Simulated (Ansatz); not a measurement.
## Kick test of a cell of Al₃Si₂F

It was reached by relaxing an invented guess, and it needn't be the stable form of this composition.

Method: DFT PBE, scalar-relativistic, plane waves, PAW in Ansatz 0.2.0. Settings: cutoff 420 eV, Γ-centred mesh 12×8×4 on the computed 6-atom cell, Gaussian smearing of 0.10 eV; no spin polarisation.

The cell below (6 atoms, space group Pmm2 (No. 25)) is relaxed within its symmetry.

```
CELL_PARAMETERS angstrom
2.83925 0.00000 0.00000
0.00000 3.83809 0.00000
0.00000 0.00000 9.30240
ATOMIC_POSITIONS crystal
Al 0.50000 0.00000 0.98083
Al 0.50000 0.00000 0.26412
Al 0.50000 0.50000 0.62372
Si 0.00000 0.50000 0.86341
Si 0.00000 0.00000 0.50469
F 0.50000 0.50000 0.26322
```

For the test a repeat of it with 12 atoms (edges 2.84, 7.68, 9.30 Å) was strained at random (σ = 1.5 % a component), the atoms were moved at random (σ = 0.05 Å), and all was relaxed again on a coarse 8×4×4 mesh (in the run’s order of axes) with 0.20 eV smearing, with no symmetry imposed.

Q: Is the structure stable against such a distortion?

A: It doesn't return. The energy falls by 43 meV/atom on that mesh, the volume changes by -0.1 %, and the end has space group Pm (No. 6) at a loose tolerance. Relaxed again on a 10×4×4 mesh with 0.10 eV smearing, the new structure lies 37 meV/atom below the first (mesh in the axes of the run's cell; the cell below is made exact in the group named). Space group Pm (No. 6), monoclinic, a = 2.814 Å, b = 7.705 Å, c = 9.289 Å, β = 90.7°. Al on a site of symmetry 1 has 4 Si at 2.56–2.69 Å and 4 Al at 2.77–2.81 Å; Al on a second site of symmetry 1 is surrounded by 2 F at 1.93 Å, 2 Si at 2.66–2.69 Å and 4 Al at 2.77–2.81 Å; Si on a site of symmetry m has 5 Al at 2.47–2.67 Å and 2 Si at 2.81 Å; around F on its first site lie 2 Al at 1.93 Å, 2 F at 2.81 Å and 4 Si at 3.27–3.29 Å; 5 more sites not described.

Space group Pm (No. 6). a = 2.814 Å, b = 7.705 Å, c = 9.289 Å, α = 90.00°, β = 90.70°, γ = 90.00°
| atom | site | symmetry | x | y | z |
| --- | --- | --- | --- | --- | --- |
| Al | 2c | 1 | 0.4141 | 0.7502 | 0.9960 |
| Al | 2c | 1 | 0.9158 | 0.7500 | 0.2544 |
| Al | 1a | m | 0.9226 | 0.0000 | 0.6139 |
| Al | 1b | m | 0.9232 | 0.5000 | 0.6137 |
| Si | 1a | m | 0.8738 | 0.0000 | 0.8789 |
| Si | 1b | m | 0.9541 | 0.5000 | 0.8792 |
| Si | 2c | 1 | 0.4177 | 0.7500 | 0.4995 |
| F | 1a | m | 0.9177 | 0.0000 | 0.2574 |
| F | 1b | m | 0.9133 | 0.5000 | 0.2572 |
